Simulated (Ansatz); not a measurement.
PtS2:
```
CELL_PARAMETERS angstrom
      3.55081     0.00000     0.00000
     -1.77540     3.07509     0.00000
      0.00000     0.00000     5.20259
ATOMIC_POSITIONS crystal
  Pt 0.00000 0.00000 0.00000
  S  0.33333 0.66667 0.23558
  S  0.66667 0.33333 0.76442
```

This is the r²SCAN+D4-relaxed structure. Cartesian axes are those of the cell as given.

Question: All from DFT-r²SCAN+D4 in the program Ansatz with PAW potentials, unless another level is named. Give the electron effective mass.

Answer: 0.21, 0.34, 0.53 mₑ (principal values).

Question: Next, the HSE06 gap on the r²SCAN+D4 cell?

Answer: 1.35 eV.

Question: Predict the valence-band maximum.

Answer: off the standard path, at k = (-0.167, 0.167, -0.180).

Space group P-3m1 (CdI2 type). The r²SCAN+D4 relaxation kept the symmetry of its start. The run is not spin-polarised. Spin–orbit coupling is left out wherever it is not named.

Potentials: the later of the program's two PAW sets.
